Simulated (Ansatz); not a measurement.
Input file for Ansatz (an electronic-structure program):

Ansatz 0.2 input:
```yaml
crystal:
  lattice:
    - [2.2653229992, 1.3078848434, 4.267140656]
    - [-2.2653229992, 1.3078848434, 4.267140656]
    - [0.0, -2.6157696868, 4.267140656]
  atoms:
    - { symbol: Ni, position: [0.0769552581, 0.4230447419, 0.75] }
    - { symbol: Ni, position: [0.75, 0.0769552581, 0.4230447419] }
    - { symbol: Ni, position: [0.4230447419, 0.75, 0.0769552581] }
    - { symbol: Ni, position: [0.9230447419, 0.5769552581, 0.25] }
    - { symbol: Ni, position: [0.25, 0.9230447419, 0.5769552581] }
    - { symbol: Ni, position: [0.5769552581, 0.25, 0.9230447419] }
    - { symbol: C, position: [0.5, 0.5, 0.5] }
    - { symbol: C, position: [0.0, 0.0, 0.0] }
kpoints:
  mp_grid: { grid: [11, 11, 11] }
basis: { xc_grid: 2 }
hamiltonian:
  xc: pbesol
  pseudopotentials: { kind: paw }
scf:
  occupations: { method: gaussian, width: 0.05 }
checkpoint: { read: metal.run }
output: { write_density: true, elf: true, volumetric_format: npy }
```

Output (shortened):

```
Pseudopotential: Ni, paw, valence charge 18
Pseudopotential: C, paw, valence charge 4
Functional definition: PBEsol
Crystal: 8 atoms, lattice volume = 75.856 Å³
Basis set: ecut = 420 eV, 1485 PW (Γ), exchange–correlation on 72×72×72 points (8 copies of the dense FFT grid, shifted against one another)
Bands: 70, of which v1, the nominal top of the filled ones, is band 58 counted from 1 (57 counted from 0)
Symmetry: 12 space group operations
Space group: R-3c (ITA 167), of the structure as read, at distance tolerance 4.2e-5 Å
k-points: 146 of 1331
Stability of the state it starts from, as read at its close in the unpolarized treatment …
iter 1 solved again at ethr=6.85e-8 eV; its pass at ethr=3.10e-3 eV (dr2=7.95e-5 eV) is discarded
SCF iter   1: F=—  HF=-35323.108939 eV  |F-HF|=—  |Δ(HF+E_count)|=         —  Δρ=1.56e-6  dr2=1.01e-9  ethr=6.85e-8  ⟨swp⟩=3.3  Hψ=62860  notcnv=0
preconditioner: auto → Kerker (q_TF=auto, 2.928 Å⁻¹)
SCF iter   2: F=-35323.108939 eV  HF=-35323.108939 eV  |F-HF|=8.29e-10  |Δ(HF+E_count)|=   2.64e-8  Δρ=1.27e-6  dr2=6.75e-10  ethr=1.00e-12  ⟨swp⟩=7.6  Hψ=45556  notcnv=0
SCF 1 converged in 2 iterations: F = -35323.108939 eV  dr2 = 6.75e-10
SCF converged after 2 iterations
Free energy (F): -35323.108939 eV
Harris-Foulkes:  -35323.108939 eV  (|F-HF|=8.29e-10)
Internal energy: -35323.101341 eV  (E = F + TS)
E sigma→0 (E₀):  -35323.105140 eV
Entropy (-TS):   -0.007598 eV (-0.950 meV/atom)
Fermi energy:    17.674024 eV
--- Per-component energies (eV) ---
  E_band       = -1712.787332
  E_kinetic    = 1882.137839
  E_local      = -21533.965176  (includes V_loc(G=0)·N_el)
  E_nonlocal   = 3879.934305
  E_hartree    = 8999.714130
  E_xc         = -605.521808
  E_vxc        = -778.983061  (∫ρ·V_xc dr)
  E_paw        = -9764.003516  (= ΣΔE_a)
  E_vpaw       = -3161.346856  (= ΣTr[D̂ρ^β])
  E_aug_tail   = 0.002654  (compensation charges beyond the density's cutoff)
  E_ewald      = -18182.625705
  E_core_change = 1.225934  (= ΣΔE_core)
  E_smearing   = -0.007598  (= −TS)
  E_closure    =  0.000000  (closes the sum)
  Σ components = -35323.108939   (vs F -35323.108939, Δ=0.00e0)
  [band-id]    e_kinetic+e_local+e_nonlocal+2·e_hartree+e_vxc+e_vpaw+e_augmentation_tail = -1712.792033   (vs E_band -1712.787332, Δ=-4.70e-3)
--- Band table (eV; the first three rows and the last of 146) ---
  k-point 0: bands = ["-85.4659", "-85.4478", "-85.4433", "-85.4433", "-85.4431", "-85.4431", "-46.4494", "-46.4104", "-46.4104", "-46.3741", "-46.3616", "-46.3616", "-45.9406", "-45.9232", "-45.8969", "-45.8969", "-45.8778", "-45.8778", "-45.7733", …
  k-point 1: bands = ["-85.4654", "-85.4476", "-85.4440", "-85.4438", "-85.4430", "-85.4428", "-46.4490", "-46.4110", "-46.4087", "-46.3746", "-46.3621", "-46.3620", "-45.9410", "-45.9233", "-45.8966", "-45.8956", "-45.8781", "-45.8780", "-45.7720", …
  k-point 2: bands = ["-85.4641", "-85.4472", "-85.4453", "-85.4443", "-85.4431", "-85.4426", "-46.4477", "-46.4131", "-46.4040", "-46.3756", "-46.3634", "-46.3631", "-45.9415", "-45.9236", "-45.8958", "-45.8928", "-45.8789", "-45.8785", "-45.7683", …
  k-point 145: bands = ["-85.4570", "-85.4561", "-85.4443", "-85.4441", "-85.4426", "-85.4425", "-46.4132", "-46.4101", "-46.3908", "-46.3877", "-46.3826", "-46.3812", "-45.9326", "-45.9318", "-45.8881", "-45.8867", "-45.8861", "-45.8854", "-45.7337", …
```

Cost: around 60 core-seconds (rough) on shared cores.

The workflow started from an entry of the Crystallography Open Database (COD). Its standing as an ambient phase is unchecked. The cell was relaxed with PBEsol under the symmetry of its start; its stability against distortions is not shown here. No spin polarisation was allowed.

Potentials: the later of the program's two PAW sets.

Ansatz is a plane-wave DFT program.
